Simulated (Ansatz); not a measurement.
Input for Ansatz (plane-wave DFT, PAW):

```yaml
crystal:
  lattice:
    - [5.5963778534, 0.0, 0.0]
    - [0.0, 5.2152768028, 0.0]
    - [0.0, 0.0, 5.5963155715]
  atoms:
    - { symbol: Zr, position: [0.0, 0.0, 0.5] }
    - { symbol: Zr, position: [0.5, 0.0, 0.0] }
    - { symbol: Zr, position: [0.0, 0.0, 0.0] }
    - { symbol: Cd, position: [0.5, 0.5, 0.5] }
    - { symbol: Cd, position: [0.5, 0.0, 0.5] }
basis:
  ecutwfc: 420
kpoints:
  mp_grid: { grid: [8, 8, 8] }
hamiltonian:
  xc: pbesol
scf:
  occupations: { method: gaussian, width: 0.1 }
output:
  forces: true
  stress: true
  eigenvalues: true
  write_density: true
  write_potential: true
  elf: true
  volumetric_format: npy
relax:
  adjacent_minimum: "off"
  f_tol: 0.01
  max_steps: 30
  cell: { stress_tol: 0.1, fix: [volume] }
```

Run as
```bash
ansatz run input.yaml --threads 1 --pin off --max-ram 2560MiB --backend cpu --events-out ev --progress --plain --runs-dir out
```

Method: Ansatz 0.2.0, DFT PBEsol, scalar-relativistic, plane waves, PAW.

Part of what the program printed, abridged (iterations and final results):

```
SCF iter   1: F=—  HF=-28748.022608 eV  |F-HF|=—  |Δ(HF+E_count)|=         —  Δρ=8.16e-3  dr2=3.30e-1  ethr=1.77e-3  ⟨swp⟩=5.7  Hψ=19103  notcnv=0
SCF iter   2: F=—  HF=-28747.965575 eV  |F-HF|=—  |Δ(HF+E_count)|=   5.70e-2  Δρ=4.69e-3  dr2=2.90e-2  ethr=4.34e-4  ⟨swp⟩=2.3  Hψ=9252  notcnv=0  defer=256
SCF iter   3: F=—  HF=-28747.960481 eV  |F-HF|=—  |Δ(HF+E_count)|=   5.09e-3  Δρ=2.19e-3  dr2=7.74e-3  ethr=3.81e-5  ⟨swp⟩=2.0  Hψ=10225  notcnv=0  defer=256
SCF iter   4: F=—  HF=-28747.958780 eV  |F-HF|=—  |Δ(HF+E_count)|=   1.70e-3  Δρ=8.53e-4  dr2=1.40e-3  ethr=1.02e-5  ⟨swp⟩=2.0  Hψ=9838  notcnv=0  defer=254
SCF iter   5: F=—  HF=-28747.958406 eV  |F-HF|=—  |Δ(HF+E_count)|=   3.74e-4  Δρ=1.80e-4  dr2=7.81e-5  ethr=1.84e-6  ⟨swp⟩=2.0  Hψ=7859  notcnv=0  defer=237
SCF iter   6: F=—  HF=-28747.958409 eV  |F-HF|=—  |Δ(HF+E_count)|=   3.25e-6  Δρ=7.55e-5  dr2=8.27e-6  ethr=1.03e-7  ⟨swp⟩=2.0  Hψ=7959  notcnv=0  defer=202
SCF iter   7: F=—  HF=-28747.958408 eV  |F-HF|=—  |Δ(HF+E_count)|=   1.52e-6  Δρ=2.20e-5  dr2=5.80e-7  ethr=1.09e-8  ⟨swp⟩=2.0  Hψ=9918  notcnv=0  defer=202
SCF iter   8: F=-28747.958408 eV  HF=-28747.958408 eV  |F-HF|=1.12e-8  |Δ(HF+E_count)|=   7.10e-8  Δρ=5.68e-6  dr2=3.24e-8  ethr=1.32e-10  ⟨swp⟩=13.5  Hψ=37386  notcnv=0
SCF 1 converged in 8 iterations: F = -28747.958408 eV  dr2 = 3.24e-8
relax step   1: F+E_penalty+E_count = -28747.95840759 eV  Δ(F+E_penalty+E_count) = +0.000e0 eV  max|allowed force component| = 1.609e-29 eV/Å  Δτ_max = 0.0000 Å  P = -2.448 GPa  Ω = 163.338 Å³  fix = [volume]  reactions: volume -2.448 GPa (8 SCF iters, dr2 threshold 1.00e-7 eV, accepted)
Initial density: handed on by an earlier stage of this run
Initial wavefunctions: those handed on with the density
SCF iter   1: F=—  HF=-28747.959524 eV  |F-HF|=—  |Δ(HF+E_count)|=         —  Δρ=4.03e-4  dr2=8.96e-4  ethr=1.13e-6  ⟨swp⟩=2.9  Hψ=25421  notcnv=0
SCF iter   2: F=—  HF=-28747.959409 eV  |F-HF|=—  |Δ(HF+E_count)|=   1.15e-4  Δρ=2.43e-4  dr2=6.98e-5  ethr=1.13e-6  ⟨swp⟩=2.3  Hψ=8137  notcnv=0
SCF iter   3: F=—  HF=-28747.959403 eV  |F-HF|=—  |Δ(HF+E_count)|=   5.74e-6  Δρ=1.38e-4  dr2=2.80e-5  ethr=9.18e-8  ⟨swp⟩=2.0  Hψ=10372  notcnv=0
SCF iter   4: F=—  HF=-28747.959396 eV  |F-HF|=—  |Δ(HF+E_count)|=   7.24e-6  Δρ=3.82e-5  dr2=4.34e-6  ethr=3.69e-8  ⟨swp⟩=2.0  Hψ=9550  notcnv=0
SCF iter   5: F=-28747.959395 eV  HF=-28747.959395 eV  |F-HF|=1.38e-7  |Δ(HF+E_count)|=   6.78e-7  Δρ=9.20e-6  dr2=2.71e-7  ethr=4.03e-10  ⟨swp⟩=7.4  Hψ=36856  notcnv=0
SCF 2 converged in 5 iterations: F = -28747.959395 eV  dr2 = 2.71e-7
relax step   2: F+E_penalty+E_count = -28747.95939511 eV  Δ(F+E_penalty+E_count) = -9.875e-4 eV  max|allowed force component| = 1.515e-28 eV/Å  Δτ_max = 0.0000 Å  P = -2.344 GPa  Ω = 163.338 Å³  energy of the carried Pulay correction = +3.603e-6 eV  fix = [volume]  reactions: volume -2.344 GPa (5 SCF iters, dr2 threshold 3.06e-7 eV, accepted)
Initial wavefunctions: pseudopotential atomic-orbital guess (no wavefunctions were taken with the density)
SCF iter   1: F=—  HF=-28747.959384 eV  |F-HF|=—  |Δ(HF+E_count)|=         —  Δρ=1.02e-5  dr2=2.71e-7  ethr=5.18e-7  ⟨swp⟩=3.0  Hψ=33526  notcnv=0
SCF iter   2: F=—  HF=-28747.959389 eV  |F-HF|=—  |Δ(HF+E_count)|=   4.05e-6  Δρ=4.90e-6  dr2=4.17e-8  ethr=3.57e-10  ⟨swp⟩=2.2  Hψ=9641  notcnv=0
SCF iter   3: F=—  HF=-28747.959389 eV  |F-HF|=—  |Δ(HF+E_count)|=   2.25e-9  Δρ=3.07e-6  dr2=1.39e-8  ethr=5.49e-11  ⟨swp⟩=2.1  Hψ=10346  notcnv=0
SCF iter   4: F=—  HF=-28747.959389 eV  |F-HF|=—  |Δ(HF+E_count)|=   2.13e-9  Δρ=1.67e-6  dr2=3.72e-9  ethr=1.83e-11  ⟨swp⟩=2.0  Hψ=10341  notcnv=0
SCF iter   5: F=-28747.959389 eV  HF=-28747.959389 eV  |F-HF|=6.55e-11  |Δ(HF+E_count)|=   1.14e-9  Δρ=2.15e-7  dr2=9.56e-11  ethr=1.00e-12  ⟨swp⟩=6.0  Hψ=30538  notcnv=0
SCF 3 converged in 5 iterations: F = -28747.959389 eV  dr2 = 9.56e-11
SCF converged after 5 iterations
Free energy (F): -28747.959389 eV
Harris-Foulkes:  -28747.959389 eV  (|F-HF|=6.55e-11)
Internal energy: -28747.929141 eV  (E = F + TS)
E sigma→0 (E₀):  -28747.944265 eV
Entropy (-TS):   -0.030247 eV (-6.049 meV/atom)
Fermi energy:    8.589874 eV
--- Per-component energies (eV) ---
  E_band       = -1514.057092
  E_kinetic    = 2003.718112
  E_local      = -12058.781063  (includes V_loc(G=0)·N_el)
  E_nonlocal   = 320.417018
  E_hartree    = 5273.178002
  E_xc         = -827.066954
  E_vxc        = -1006.377755  (∫ρ·V_xc dr)
  E_paw        = -16725.442111  (= ΣΔE_a)
  E_vpaw       = -1319.389822  (= ΣTr[D̂ρ^β])
  E_aug_tail   = 0.000097  (compensation charges beyond the density's cutoff)
  E_ewald      = -6735.133323
  E_core_change = 1.181081  (= ΣΔE_core)
  E_smearing   = -0.030247  (= −TS)
--- Forces (eV/Å), atoms counted from 1 ---
  atom   1  Zr     0.00000000     0.00000000     0.00000000
  atom   2  Zr     0.00000000     0.00000000     0.00000000
  atom   3  Zr     0.00000000     0.00000000     0.00000000
  atom   4  Cd     0.00000000     0.00000000     0.00000000
  atom   5  Cd     0.00000000     0.00000000     0.00000000
--- Stress (GPa, compression-positive) ---
       -2.315844       0.000000       0.000000
        0.000000      -2.398321       0.000000
        0.000000       0.000000      -2.316194
  P = ⅓ Tr σ = -2.3435 GPa (-23.435 kbar)
--- Band table (eV; the first three rows and the last of 125) ---
  k-point 0: bands = ["-94.5553", "-94.0341", "-55.6320", "-55.6260", "-55.6260", "-55.1395", "-55.1016", "-55.1016", "-40.5689", "-40.5285", "-39.9028", "-19.0515", "-19.0515", "-18.7434", "-18.7022", "-18.6675", "-18.6675", "-18.0957", "-17.4007", "-17.4007", "-1.6929", "-0.9548", "-0.9547", "-0.8908", "-0.6232", "0.0988", "0.1414", "0.4350", "0.4350", "0.4650", "2.4034", "6.4238", "6.7567", "7.0482", "7.3504", "7.8054", "7.8055", "8.2939", "8.5087", "8.5088", "9.2980", "9.8837", "9.9828", "9.9828", "11.2085", "11.7137"]
  k-point 1: bands = ["-94.5553", "-94.0341", "-55.6320", "-55.6260", "-55.6260", "-55.1395", "-55.1016", "-55.1016", "-40.5663", "-40.5287", "-39.9055", "-19.0491", "-19.0007", "-18.7410", "-18.7028", "-18.6699", "-18.6683", "-18.0980", "-17.4643", "-17.4012", "-1.6920", "-0.9545", "-0.9498", "-0.8720", "-0.6157", "0.1001", "0.1412", "0.4350", "0.4352", "0.4839", "2.4700", "6.4100", "6.7456", "7.1520", "7.4093", "7.7700", "7.8206", "8.1366", "8.3059", "8.5510", "9.3837", "9.9429", "9.9626", "10.1690", "11.1893", "11.5819"]
  k-point 2: bands = ["-94.5553", "-94.0341", "-55.6320", "-55.6261", "-55.6260", "-55.1395", "-55.1016", "-55.1016", "-40.5597", "-40.5296", "-39.9120", "-19.0430", "-18.8623", "-18.7347", "-18.7043", "-18.6757", "-18.6643", "-18.1036", "-17.6394", "-17.4026", "-1.6899", "-0.9539", "-0.9377", "-0.8282", "-0.5973", "0.1031", "0.1404", "0.4350", "0.4357", "0.5307", "2.6598", "6.1587", "6.7139", "7.4353", "7.6164", "7.6677", "7.7803", "7.8590", "8.5047", "8.6805", "9.2733", "9.8459", "9.9729", "10.5560", "11.0947", "11.2444"]
  k-point 124: bands = ["-94.5552", "-94.0342", "-55.6260", "-55.6260", "-55.6172", "-55.1550", "-55.1017", "-55.1017", "-40.5316", "-40.5316", "-39.9411", "-18.7384", "-18.7103", "-18.7103", "-18.6628", "-18.4851", "-18.4400", "-18.1302", "-18.0511", "-18.0511", "-0.7046", "-0.5937", "-0.5330", "-0.5330", "-0.5185", "-0.2650", "-0.0720", "-0.0720", "0.0980", "0.1155", "4.4403", "4.7741", "6.5828", "6.5828", "8.0177", "8.2563", "8.2563", "8.8639", "9.2862", "9.2863", "9.8883", "10.0459", "10.0459", "10.0568", "10.0696", "10.0801"]
--- Relaxed structure (2 steps of the walk, 2 accepted, 1 SCFs on fresh bases) ---
  F+E_penalty+E_count = -28747.95938850 eV   max|allowed force component| = 1.262e-28 eV/Å   (the final SCF, on the basis selected at the relaxed cell)
  cell:  # Å, volume = 163.3378 Å³
    - [5.58409669, 0.0, 0.0]
    - [0.0, 5.23816706, 0.0]
    - [0.0, 0.0, 5.58411447]
  atoms:
    - { symbol: Zr, position: [0.0, 0.0, 0.49999999] }
    - { symbol: Zr, position: [0.49999999, 0.0, 0.0] }
    - { symbol: Zr, position: [0.0, 0.0, 0.0] }
    - { symbol: Cd, position: [0.49999999, 0.49999999, 0.49999999] }
    - { symbol: Cd, position: [0.49999999, 0.0, 0.49999999] }
```

The relaxation met its thresholds.

Time: 2.8 min on 1 thread of Arm Neoverse V2 (shared host), peak memory 0.86 GiB.